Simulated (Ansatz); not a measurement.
This cell of TaN (rock salt) is off equilibrium:

```xyz
4
Lattice="0.0000 4.3756 4.3756 2.1878 0.0000 2.1878 2.1878 2.1878 0.0000" Properties=species:S:1:pos:R:3 pbc="T T T"
N      0.1760     0.0000     0.0000
N      0.0000     2.1878     2.1878
Ta     2.1878     2.1878     2.1878
Ta     2.1878     4.3756     4.3756
```

These are PBEsol (plane waves to 420 eV, PAW, scalar-relativistic; Ansatz, an electronic-structure program) values and carry that method's errors. k mesh 15×15×15 (Γ-centred), Fermi-Dirac smearing 0.05 eV. Energies are smeared free energies. Stress and pressure are positive under compression. With partly filled bands, energies and forces of such displacements shift with the k mesh and the smearing. Spin-orbit coupling is left out, though Ta is heavy. TaN is run without spin polarisation. TaN was relaxed with its symmetry unable to fall. This is a high-temperature form of TaN.

What forces act on the atoms (eV/Å, Cartesian)?


```tsv
atom	Fx	Fy	Fz
N1	-2.401	-0.096	-0.096
N2	0.737	0.094	0.094
Ta3	0.315	0.019	0.019
Ta4	1.349	-0.017	-0.017
```

What is the stress tensor (GPa)?


```
    8.9     -0.1     -0.1
   -0.1      0.1      0.1
   -0.1      0.1      0.1
```
The pressure, a third of the trace, is 3.0 GPa.

In it atom 1 sits (0.176, 0.000, 0.000) Å away from its relaxed site. What is its energy relative to the relaxed cell?

203 meV/cell.

(For displaced atoms, the force is minus the slope of the energy, and its curvature is a force constant, which sets phonon frequencies.)
